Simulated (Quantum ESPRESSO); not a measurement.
# Ga2InAlP4: finding a planted mistake in a log

A calculation, not a measurement. The program is pw.x of Quantum ESPRESSO 7.5 (plane-wave density functional theory). The cell is made up: 8 atoms on a zincblende/diamond lattice, with randomly drawn elements, strain and displacements, not relaxed. PseudoDojo standard norm-conserving files (v0.5 for PBE, v0.4.1 for LDA and PBEsol) set the functional; there is no spin polarisation, spin-orbit coupling or dispersion term, and the masses in the input are unused placeholders.

Intended input:

```
&control calculation='scf', pseudo_dir='./dojo.nc.sr.pbe.v0_5.standard.upf', outdir='./o', disk_io='low', tprnfor=.true., tstress=.true. /
&system ibrav=0, nat=8, ntyp=4, nbnd=37, ecutwfc=79.96652505, nosym=.true., tot_charge=0,
 occupations='smearing', smearing='fd', degauss=0.0018374661
/
&electrons conv_thr=7.350e-09, electron_maxstep=60, /
ATOMIC_SPECIES
Al 1.0 Al.upf
Ga 1.0 Ga.upf
In 1.0 In.upf
P 1.0 P.upf
CELL_PARAMETERS angstrom
5.5546 0.0 0.0
0.0 5.5546 0.0
0.0 0.0 5.5546
ATOMIC_POSITIONS angstrom
Ga 0.0839 0.0905 -0.0968
Ga 0.0387 2.7026 2.7503
In 2.7277 -0.0012 2.8128
Al 2.8215 2.6736 -0.0241
P 1.2876 1.3829 1.4786
P 1.5082 4.1727 4.1287
P 4.2722 1.4015 4.0875
P 4.2242 4.2499 1.3558
K_POINTS automatic
4 4 4 1 1 1
```

The log is shortened where brackets say so; the opening notice, blank lines, dates and the lines on written files are dropped, and the path of the files is cut. It prints rydbergs, bohrs and kilobars, and counts compression as positive stress.

Log of the intended run:

```
     Program PWSCF v.7.5
     Parallel version (MPI & OpenMP), running on       4 processor cores
     Number of MPI processes:                 4
     Threads/MPI process:                     1
     [start-up lines left out]
     bravais-lattice index     =            0
     lattice parameter (alat)  =      10.4967  a.u.
     unit-cell volume          =    1156.5249 (a.u.)^3
     number of atoms/cell      =            8
     number of atomic types    =            4
     number of electrons       =        62.00
     number of Kohn-Sham states=           37
     kinetic-energy cutoff     =      79.9665  Ry
     charge density cutoff     =     319.8661  Ry
     scf convergence threshold =      7.3E-09
     mixing beta               =       0.7000
     number of iterations used =            8  plain     mixing
     Exchange-correlation= PBE
                           (   1   4   3   4   0   0   0)
     [axes and pseudopotential details left out]
   Cartesian axes
     site n.     atom                  positions (alat units)
         1        Ga     tau(   1) = (   0.0151046   0.0162928  -0.0174270  )
         2        Ga     tau(   2) = (   0.0069672   0.4865517   0.4951392  )
         3        In     tau(   3) = (   0.4910705  -0.0002160   0.5063911  )
         4        Al     tau(   4) = (   0.5079574   0.4813308  -0.0043387  )
         5        P      tau(   5) = (   0.2318079   0.2489648   0.2661938  )
         6        P      tau(   6) = (   0.2715227   0.7512152   0.7432938  )
         7        P      tau(   7) = (   0.7691283   0.2523134   0.7358766  )
         8        P      tau(   8) = (   0.7604868   0.7651136   0.2440860  )
     number of k points=    32  Fermi-Dirac smearing, width (Ry)=  0.0018
                       cart. coord. in units 2pi/alat
        k(    1) = (   0.1250000   0.1250000   0.1250000), wk =   0.0625000
        k(    2) = (   0.1250000   0.1250000   0.3750000), wk =   0.0625000
     [further k points left out]
     Dense  grid:   111539 G-vectors     FFT dimensions: (  60,  60,  60)
     Estimated max dynamical RAM per process >     210.69 MB
     Estimated total dynamical RAM >     761.05 MB
     Initial potential from superposition of free atoms
     starting charge      61.9877, renormalised to      62.0000
     Starting wfcs are   47 randomized atomic wfcs
     total cpu time spent up to now is        3.3 secs
     per-process dynamical memory:   148.5 Mb
     Self-consistent Calculation
     iteration #  1     ecut=    79.97 Ry     beta= 0.70
     Davidson diagonalization with overlap
     ethr =  1.00E-02,  avg # of iterations =  4.0
     Threshold (ethr) on eigenvalues was too large:
     Diagonalizing with lowered threshold
     Davidson diagonalization with overlap
     ethr =  5.69E-04,  avg # of iterations =  2.0
     total cpu time spent up to now is       11.9 secs
     total energy              =    -498.88525060 Ry
     estimated scf accuracy    <       0.35939097 Ry
     iteration #  2     ecut=    79.97 Ry     beta= 0.70
     Davidson diagonalization with overlap
     ethr =  5.80E-04,  avg # of iterations =  2.5
     total cpu time spent up to now is       15.8 secs
     total energy              =    -498.97293501 Ry
     estimated scf accuracy    <       0.07875393 Ry
     [iterations 3 to 8 left out]
     iteration #  9     ecut=    79.97 Ry     beta= 0.70
     Davidson diagonalization with overlap
     ethr =  3.31E-10,  avg # of iterations =  3.5
     total cpu time spent up to now is       48.3 secs
     total energy              =    -498.98823366 Ry
     estimated scf accuracy    <       0.00000001 Ry
     iteration # 10     ecut=    79.97 Ry     beta= 0.70
     Davidson diagonalization with overlap
     ethr =  1.95E-11,  avg # of iterations =  3.8
     total cpu time spent up to now is       52.4 secs
     End of self-consistent calculation
     [lines on levels left out]
!    total energy              =    -498.98823366 Ry
     estimated scf accuracy    <          4.0E-09 Ry
     smearing contrib. (-TS)   =      -0.00000000 Ry
     internal energy E=F+TS    =    -498.98823366 Ry
     The total energy is F=E-TS. E is the sum of the following terms:
     one-electron contribution =    -234.20131550 Ry
     hartree contribution      =     159.96593518 Ry
     xc contribution           =    -142.59888213 Ry
     ewald contribution        =    -282.15397121 Ry
     convergence has been achieved in  10 iterations
     Forces acting on atoms (cartesian axes, Ry/au):
     atom    1 type  2   force =    -0.00734426   -0.03963852    0.01736702
     atom    2 type  2   force =    -0.02158524    0.08859287    0.00690276
     atom    3 type  3   force =     0.06523819    0.02620986   -0.05281789
     atom    4 type  1   force =     0.00602717    0.03407778    0.02475181
     atom    5 type  4   force =     0.03300862    0.02034455   -0.09404493
     atom    6 type  4   force =    -0.08701441   -0.09634189    0.08789216
     atom    7 type  4   force =    -0.00910432    0.02205768    0.04946683
     atom    8 type  4   force =     0.02077425   -0.05530233   -0.03951776
     Total force =     0.250652     Total SCF correction =     0.000188
     Computing stress (Cartesian axis) and pressure
          total   stress  (Ry/bohr**3)                   (kbar)     P=       46.92
   0.00032399   0.00002817  -0.00013544           47.66        4.14      -19.92
   0.00002817   0.00031547  -0.00010351            4.14       46.41      -15.23
  -0.00013544  -0.00010351   0.00031733          -19.92      -15.23       46.68
     init_run     :      3.09s CPU      3.26s WALL (       1 calls)
     electrons    :     48.68s CPU     49.12s WALL (       1 calls)
     forces       :      0.86s CPU      0.86s WALL (       1 calls)
     stress       :      2.88s CPU      2.89s WALL (       1 calls)
     [timing details left out]
     PWSCF        :     55.64s CPU     56.28s WALL
     JOB DONE.
```

A second run was made from an input with one planted mistake. Its log:

```
     Program PWSCF v.7.5
     Parallel version (MPI & OpenMP), running on       4 processor cores
     Number of MPI processes:                 4
     Threads/MPI process:                     1
     [start-up lines left out]
     bravais-lattice index     =            0
     lattice parameter (alat)  =      10.4967  a.u.
     unit-cell volume          =    1156.5249 (a.u.)^3
     number of atoms/cell      =            8
     number of atomic types    =            4
     number of electrons       =        62.00
     number of Kohn-Sham states=           37
     kinetic-energy cutoff     =      79.9665  Ry
     charge density cutoff     =     319.8661  Ry
     scf convergence threshold =      7.3E-09
     mixing beta               =       0.7000
     number of iterations used =            8  plain     mixing
     Exchange-correlation= PBE
                           (   1   4   3   4   0   0   0)
     [axes and pseudopotential details left out]
   Cartesian axes
     site n.     atom                  positions (alat units)
         1        Ga     tau(   1) = (   0.0151046   0.0162928  -0.0174270  )
         2        Ga     tau(   2) = (   0.0069672   0.4865517   0.4951392  )
         3        In     tau(   3) = (   0.4910705  -0.0002160   0.5063911  )
         4        Al     tau(   4) = (   0.5079574   0.4813308  -0.0043387  )
         5        P      tau(   5) = (   0.2318079   0.2489648   0.2661938  )
         6        P      tau(   6) = (   0.2715227   0.7512152   0.7432938  )
         7        P      tau(   7) = (   0.7691283   0.2523134   0.7358766  )
         8        P      tau(   8) = (   0.7604868   0.7651136   0.2440860  )
     number of k points=     1  Fermi-Dirac smearing, width (Ry)=  0.0018
                       cart. coord. in units 2pi/alat
        k(    1) = (  -0.5000000  -0.5000000  -0.5000000), wk =   2.0000000
     Dense  grid:   111539 G-vectors     FFT dimensions: (  60,  60,  60)
     Estimated max dynamical RAM per process >     147.61 MB
     Estimated total dynamical RAM >     508.73 MB
     Initial potential from superposition of free atoms
     starting charge      61.9877, renormalised to      62.0000
     Starting wfcs are   47 randomized atomic wfcs
     total cpu time spent up to now is        1.4 secs
     per-process dynamical memory:    90.7 Mb
     Self-consistent Calculation
     iteration #  1     ecut=    79.97 Ry     beta= 0.70
     Davidson diagonalization with overlap
     ethr =  1.00E-02,  avg # of iterations =  4.0
     total cpu time spent up to now is        2.0 secs
     total energy              =    -498.16565823 Ry
     estimated scf accuracy    <       0.66605014 Ry
     iteration #  2     ecut=    79.97 Ry     beta= 0.70
     Davidson diagonalization with overlap
     ethr =  1.07E-03,  avg # of iterations =  3.0
     total cpu time spent up to now is        2.5 secs
     total energy              =    -498.34323833 Ry
     estimated scf accuracy    <       0.17459259 Ry
     [iterations 3 to 9 left out]
     iteration # 10     ecut=    79.97 Ry     beta= 0.70
     Davidson diagonalization with overlap
     ethr =  1.05E-10,  avg # of iterations =  4.0
     total cpu time spent up to now is        7.0 secs
     total energy              =    -498.37791377 Ry
     estimated scf accuracy    <       0.00000002 Ry
     iteration # 11     ecut=    79.97 Ry     beta= 0.70
     Davidson diagonalization with overlap
     ethr =  2.79E-11,  avg # of iterations =  2.0
     total cpu time spent up to now is        7.5 secs
     End of self-consistent calculation
     [lines on levels left out]
!    total energy              =    -498.37791377 Ry
     estimated scf accuracy    <          1.8E-09 Ry
     smearing contrib. (-TS)   =      -0.00000000 Ry
     internal energy E=F+TS    =    -498.37791377 Ry
     The total energy is F=E-TS. E is the sum of the following terms:
     one-electron contribution =    -234.03780959 Ry
     hartree contribution      =     160.69862840 Ry
     xc contribution           =    -142.88476137 Ry
     ewald contribution        =    -282.15397121 Ry
     convergence has been achieved in  11 iterations
     Forces acting on atoms (cartesian axes, Ry/au):
     atom    1 type  2   force =    -0.01251446   -0.03479913    0.02733230
     atom    2 type  2   force =    -0.01880341    0.08324318    0.00301118
     atom    3 type  3   force =     0.07039181    0.02543139   -0.05398646
     atom    4 type  1   force =     0.01043198    0.05066733    0.02078494
     atom    5 type  4   force =     0.01699431    0.02218064   -0.09641420
     atom    6 type  4   force =    -0.07820375   -0.10370350    0.09136305
     atom    7 type  4   force =    -0.00258193    0.02317150    0.05773495
     atom    8 type  4   force =     0.01428546   -0.06619140   -0.04982577
     Total force =     0.259364     Total SCF correction =     0.000119
     Computing stress (Cartesian axis) and pressure
          total   stress  (Ry/bohr**3)                   (kbar)     P=      102.03
   0.00072388   0.00003482  -0.00014450          106.49        5.12      -21.26
   0.00003482   0.00067018  -0.00011250            5.12       98.59      -16.55
  -0.00014450  -0.00011250   0.00068667          -21.26      -16.55      101.01
     init_run     :      1.26s CPU      1.31s WALL (       1 calls)
     electrons    :      6.04s CPU      6.13s WALL (       1 calls)
     forces       :      0.23s CPU      0.23s WALL (       1 calls)
     stress       :      0.43s CPU      0.43s WALL (       1 calls)
     [timing details left out]
     PWSCF        :      8.03s CPU      8.20s WALL
     JOB DONE.
```

Question: what was wrong in the second input?

Answer: the k-point mesh is too coarse. The input lines that differ, file-writing options aside:

```
- 4 4 4 1 1 1
+ 1 1 1 1 1 1
```

```
                                            intended run  run with the mistake
                          free energy (eV)     -6789.081             -6780.777
                    smearing term -TS (eV)        0.0000                0.0000
                            pressure (GPa)          4.69                 10.20
            largest force component (eV/Å)         2.477                 2.666
largest change of a force component (eV/Å)                               0.427
                                iterations            10                    11
```

For scale, a rerun of the intended cell at 1377 eV and a 6 x 6 x 6 mesh moved values by no more than 0.008 eV in energy, 0.02 GPa in stress and 0.002 eV/Å in force.